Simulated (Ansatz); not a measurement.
GaN (rock salt, space group No. 225), LDA (plane waves, PAW; program Ansatz). The conduction-band minimum lies at X, with 3 equivalent valleys. Second derivatives d²E/dk² of the lowest band at one valley (eV·Å²), along Cartesian directions:

| direction | d²E/dk² |
|---|---|
| [100] | 15.87 |
| [010] | 41.83 |
| [001] | 41.83 |
| [110] | 28.85 |
| [101] | 28.85 |
| [011] | 41.80 |

Find the principal effective masses, the density-of-states mass and the conductivity mass.

Off-diagonal terms follow from H_xy = H[110] − (H_xx + H_yy)/2, and m*/mₑ = 7.620 eV·Å² over each eigenvalue: 0.18, 0.18, 0.48. One valley's DOS mass (m₁m₂m₃)^(1/3) = 0.25, conductivity mass 3/(Σ 1/mᵢ) = 0.23 mₑ.

What effective density of states Nc follows at 300 K for parabolic valleys?

Nc = 2.509e19 × 3 × (0.25)^(3/2) ≈ 9.4e18 cm⁻³.

With the computed static dielectric constant 52.3 (mean of the diagonal), estimate a hydrogenic donor's binding energy and radius.

E = 13.606 eV × 0.23/52.3² ≈ 1.1 meV; a = 0.529 Å × ε/m* ≈ 120 Å. Semilocal masses tend to be too small where the gap is.

With ε∞ = 7.94 and ω_LO = 657 cm⁻¹, what Fröhlich coupling constant follows?

α = (1/ε∞ − 1/ε0) √(m* × 13.606 eV/ħω_LO) = 0.66.

Space group Fm-3m (rock salt). This is a known high-pressure phase of the composition, computed here at zero pressure and temperature. Symmetry was held in the LDA relaxation; phonons on a q-mesh show no instability. Scalar-relativistic: spin–orbit coupling is off unless named, which matters more the heavier the elements.

Potentials: the later of the program's two PAW sets.
